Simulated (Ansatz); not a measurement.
Ga4As3N, ordered on the zincblende lattice (P-43m) with 8 atoms a cell: a relaxation of cell and atoms in the PAW code Ansatz (PBE). It starts from a guessed cell.

```yaml
crystal:
  lattice:
    - [5.1669384991, 0.0, 0.0]
    - [0.0, 5.1669384991, 0.0]
    - [0.0, 0.0, 5.1669384991]
  atoms:
    - { symbol: "N", position: [0.0, 0.0, 0.0] }
    - { symbol: Ga, position: [0.75, 0.75, 0.75] }
    - { symbol: As, position: [0.5, 0.5, 0.0] }
    - { symbol: Ga, position: [0.25, 0.25, 0.75] }
    - { symbol: As, position: [0.5, 0.0, 0.5] }
    - { symbol: Ga, position: [0.25, 0.75, 0.25] }
    - { symbol: As, position: [0.0, 0.5, 0.5] }
    - { symbol: Ga, position: [0.75, 0.25, 0.25] }
kpoints:
  mp_grid: { grid: [4, 4, 4] }
hamiltonian:
  xc: pbe
scf:
  occupations: { method: fermi_dirac, width: 0.02 }
relax:
  f_tol: 0.005
  cell: {}
```

In the abridged output below, numbers in square brackets stand for lines, or ends of lines, that were taken out.
```
Pseudopotential: N, paw, valence charge 5, recommended cutoff 420 eV (normal)
Pseudopotential: Ga, paw, valence charge 13, recommended cutoff 420 eV (normal)
Pseudopotential: As, paw, valence charge 15, recommended cutoff 420 eV (normal)
Functional definition: PBE
Crystal: 8 atoms, lattice volume = 137.943 Å³
Basis set: ecut = 420 eV, 2721 PW (Γ)
Bands: 62, of which v1, the nominal top of the filled ones, is band 51 counted from 1 (50 counted from 0)
Symmetry: 24 space group operations
Space group: P-43m (ITA 215)
k-points: 10 of 64 (time reversal used)
relax step 1: F+E_penalty+E_count = -30082.61184263 eV  max|allowed force component| = 2.232e0 eV/Å  Δτ_max = 0.0000 Å  P = +22.870 GPa  Ω = 137.943 Å³
--- Relaxed structure (6 steps of the walk, 6 accepted, 2 SCFs on fresh bases) ---
[1]
```

Question: Fill in the blanks. They hold the relaxed structure.

Answer:
```
[1]
  F+E_penalty+E_count = -30085.88882258 eV   max|allowed force component| = 1.287e-5 eV/Å
  cell:  # Å, volume = 161.5685 Å³
    - [5.446518, 0.000000, 0.000000]
    - [0.000000, 5.446518, 0.000000]
    - [0.000000, 0.000000, 5.446518]
  atoms:
    - { symbol: N, position: [0.000000, 0.000000, 0.000000] }
    - { symbol: Ga, position: [0.777689, 0.777689, 0.777689] }
    - { symbol: As, position: [0.500000, 0.500000, 0.000000] }
    - { symbol: Ga, position: [0.222311, 0.222311, 0.777689] }
    - { symbol: As, position: [0.500000, 0.000000, 0.500000] }
    - { symbol: Ga, position: [0.222311, 0.777689, 0.222311] }
    - { symbol: As, position: [0.000000, 0.500000, 0.500000] }
    - { symbol: Ga, position: [0.777689, 0.222311, 0.222311] }
```
The trailing digits, and the zero of the energies, depend on the potentials and thresholds.

The walk took 6 steps, besides SCFs solved again on a fresh basis, and changed the volume by +17.1 %. The last SCF, on a fresh basis, lies 410 meV an atom below the first. Final cell: space group P-43m (No. 215), cubic; conventional cell a = 5.447 Å, 20.20 Å³ an atom. N has 4 Ga at 2.10 Å; Ga has 1 N at 2.10 Å and 3 As at 2.46 Å; As has 4 Ga at 2.46 Å.

Run as `ansatz run input.yaml --threads 4 --pin off --max-ram 6451MiB --backend cpu --events-out ev --progress --plain --runs-dir out`. Wall time 26 s on 4 threads of AMD EPYC 7B13 (Zen 3), with other jobs on the host, load about 0.2 per core; peak host memory 0.59 GiB.

(Calculated; spin-unpolarised; the phase may be known or hypothetical.)
